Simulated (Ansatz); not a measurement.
AlP (zinc blende, space group No. 216), PBE in the plane-wave PAW code Ansatz. The conduction-band minimum lies at X, with 3 equivalent valleys. Second derivatives d²E/dk² of the lowest band at one valley (eV·Å²), along Cartesian directions:

| direction | d²E/dk² |
|---|---|
| [100] | 9.400 |
| [010] | 30.16 |
| [001] | 30.16 |
| [110] | 19.79 |
| [101] | 19.79 |
| [011] | 30.08 |

Q: Find the principal effective masses, the density-of-states mass and the conductivity mass.

A: Off-diagonal terms follow from H_xy = H[110] − (H_xx + H_yy)/2, and m*/mₑ = 7.620 eV·Å² over each eigenvalue: 0.25, 0.25, 0.81. One valley's DOS mass (m₁m₂m₃)^(1/3) = 0.37, conductivity mass 3/(Σ 1/mᵢ) = 0.33 mₑ.

Q: What effective density of states Nc follows at 300 K for parabolic valleys?

A: Nc = 2.509e19 × 3 × (0.37)^(3/2) ≈ 1.7e19 cm⁻³.

Space group F-43m (zinc blende). The PBE relaxation kept the symmetry of its start.

Potentials: the later of the program's two PAW sets.

Edges and masses are those of Kohn–Sham bands, whose gap is no quasiparticle gap.
